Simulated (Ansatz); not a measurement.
Data:

ZrO:
```cif
data_O3Zr3
_chemical_formula_sum 'Zr3 O3'
_space_group_name_H-M_alt 'P 1'
_space_group_IT_number 1
_cell_length_a 5.24836
_cell_length_b 5.24836
_cell_length_c 3.16591
_cell_angle_alpha 90.000
_cell_angle_beta 90.000
_cell_angle_gamma 120.000
loop_
_space_group_symop_operation_xyz
  'x, y, z'
loop_
_atom_site_label
_atom_site_type_symbol
_atom_site_fract_x
_atom_site_fract_y
_atom_site_fract_z
_atom_site_occupancy
Zr1 Zr 0.00000 0.00000 0.00000 1
Zr2 Zr 0.33333 0.66667 0.50000 1
Zr3 Zr 0.66667 0.33333 0.50000 1
O1 O 0.40670 0.00000 0.00000 1
O2 O 0.59330 0.59330 0.00000 1
O3 O 0.00000 0.40670 0.00000 1
```

This is the PBEsol-relaxed structure.

Q: All from DFT-PBEsol in the program Ansatz with PAW potentials, unless another level is named. Estimate the electronic character.

A: metallic (no gap).

Q: Give the density of states at the Fermi level.

A: 0.04 states/eV per atom (mean over ±0.08 eV).

Q: What about the gap with spin–orbit coupling?

A: none (metallic).

Space group P-62m. The start of the workflow was typed in or built on a structure type; neither database checked (COD, Materials Project) lists it. COD files the formula under space group No. 225. Whether it is the stable phase at ambient conditions was not checked. The cell was relaxed with PBEsol under the symmetry of its start; its stability against distortions is not shown here. No spin polarisation was allowed. A small band overlap can be real or an error of a semilocal functional. Scalar-relativistic: spin–orbit coupling is off unless named, which matters more the heavier the elements.

Potentials: the earlier of the program's two PAW sets. The files were generated under PBE; for other functionals the program regenerates the frozen cores, and for LDA and PBEsol the local potential too.
